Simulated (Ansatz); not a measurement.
The relaxed structure here is a generated cell of Be: the first start was made by placing the elements on the sites of a structure type, and the end was not matched to a known phase here, so it may be hypothetical. Known forms of Be include space group No. 194.

One starting cell of Be (a generated trial cell of Be in the AFLOW prototype A_mP4_4_2a (as in Te)) was relaxed twice with Ansatz (plane waves, PAW, scalar-relativistic): with r2SCAN at 500 eV and with PBE at 420 eV. The r2SCAN result:

```
Be
1.0
    0.00000     1.57901     1.57901
    1.57901     0.00000     1.57901
    1.57901     1.57901     0.00000
Be
1
Direct
  0.50000   0.50000   0.50000
```

```
quantity                          r2SCAN         PBE
--------------------------------  ------  ----------
space group                        Fm-3m       Fm-3m
volume (Å³/atom)                    7.87  (withheld)
a (Å)                              3.158  (withheld)
gap (eV, no spin-orbit coupling)    0.00  (withheld)
```

Fill in the PBE column.


- volume (Å³/atom), PBE: 7.87
- a (Å), PBE: 3.158
- gap (eV, no spin-orbit coupling), PBE: 0.00

Both levels end in the same structure; PBE's volume is within 0.5 % of r2SCAN's. Neither column is exact.

No spin polarisation in the result.

The run could not lose the symmetry of its start; a randomly shaken copy of 2 atoms returns to this structure.

Ansatz is a program for electronic structure.
